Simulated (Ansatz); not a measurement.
LaTeCl:
Space group P4/nmm, origin choice 1 (No. 129); a = b = 4.5616 Å, c = 8.3144 Å, α = β = γ = 90.00°

```csv
atom,site,symmetry,x,y,z
La,2c,4mm,0.5000,0.0000,0.2413
Te,2c,4mm,0.0000,0.5000,0.3612
Cl,2a,-4m2,0.0000,0.0000,0.0000
```

Relaxed with r²SCAN.

**Question.** Tabulate the valence density and the electron localisation function along the shortest La–Cl contact (3.04 Å), DFT-r²SCAN in the program Ansatz with PAW potentials.

**Answer.** 

```
distance from La (Å)  density (e/Å³)   ELF
--------------------  --------------  ----
0.30                            1.44  0.12
0.46                            1.61  0.50
0.61                            1.69  0.78
0.76                            1.48  0.86
0.91                            1.05  0.86
1.06                            0.63  0.76
1.21                            0.35  0.44
1.37                            0.21  0.15
1.52                            0.18  0.12
1.67                            0.21  0.30
1.82                            0.31  0.66
1.97                            0.49  0.83
2.13                            0.81  0.88
2.28                            1.28  0.89
2.43                            1.76  0.86
2.58                            1.78  0.77
2.73                            1.08  0.54
```

The density is the valence pseudo-density with augmentation charge, so density and ELF within about 1 Å of a nucleus are not all-electron values.

The workflow started from a Materials Project entry (that database holds measured and hypothetical structures alike); the Crystallography Open Database copy checked does not list it. Its standing as an ambient phase is unchecked. The r²SCAN relaxation kept the symmetry of its start; its stability against distortions is not shown here. Spin–orbit coupling is left out wherever it is not named.

Potentials: the later of the program's two PAW sets.
